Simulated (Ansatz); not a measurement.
Here is the system:

ScSi:
```
CELL_PARAMETERS angstrom
      3.32165     0.00000     0.00000
      0.00000     3.32165     0.00000
      0.00000     0.00000     3.32165
ATOMIC_POSITIONS crystal
  Sc 0.00000 0.00000 0.00000
  Si 0.50000 0.50000 0.50000
```

This is the r²SCAN-relaxed structure.

Question: All from the program Ansatz at the r²SCAN level (PAW), unless another level is named. Estimate the electronic character.

Answer: metallic (no gap).

Question: What about the formation energy from the elements (no fitted shifts)?

Answer: -0.39 eV/atom.

Question: What about the density of states at the Fermi level?

Answer: 1.2 states/eV per atom (mean over ±0.08 eV).

Space group Pm-3m (CsCl type). The cell is a constructed one: a structure type filled with these elements; neither database checked (COD, Materials Project) lists it. Its standing as an ambient phase is unchecked. The cell was relaxed with r²SCAN under the symmetry of its start. At this level the phase is mechanically unstable. No spin polarisation was allowed. The references are the lowest solids computed at this level, not always the standard phases.

Potentials: the earlier of the program's two PAW sets.
